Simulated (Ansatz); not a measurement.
La:
```xyz
4
Lattice="3.7644 0.0000 0.0000 -1.8822 3.2601 0.0000 0.0000 0.0000 12.0995" Properties=species:S:1:pos:R:3 pbc="T T T"
La     0.0000     0.0000     0.0000
La     0.0000     0.0000     6.0497
La     0.0000     2.1734     3.0249
La     1.8822     1.0867     9.0746
```

Relaxed with PBE. Special points in fractions of this cell's reciprocal vectors: Γ (0.000, 0.000, 0.000); M (0.500, 0.000, 0.000); K (0.333, 0.333, 0.000); A (0.000, 0.000, 0.500); L (0.500, 0.000, 0.500); H (0.333, 0.333, 0.500).

**Question.** List the band energies nearest the Fermi level at these points for PBE (plane waves, PAW; program Ansatz).

**Answer.** In eV from the Fermi level; about four levels below and three above (degenerate sets whole), none deeper than 8.9 eV; points with the same levels are listed once.

```
k                          below                above
-  -----------------------------  -------------------
Γ        -3.23 -1.90 -1.90 -1.77       0.48 0.61 1.21
M        -1.08 -0.67 -0.30 -0.21       0.42 0.91 1.17
K  -0.91 -0.91 -0.67 -0.52 -0.52       0.01 0.17 0.17
A        -2.77 -2.77 -1.70 -1.70  0.76 0.76 1.18 1.18
L        -1.40 -1.40 -1.07 -1.07  0.63 0.63 1.20 1.20
H        -0.03 -0.03 -0.03 -0.03  0.85 0.85 0.87 0.87
```

Space group P6_3/mmc (dhcp (α-La type)). The cell was relaxed with PBE under the symmetry of its start. Scalar-relativistic: spin–orbit coupling is off unless named, which matters more the heavier the elements.

Potentials: the later of the program's two PAW sets.
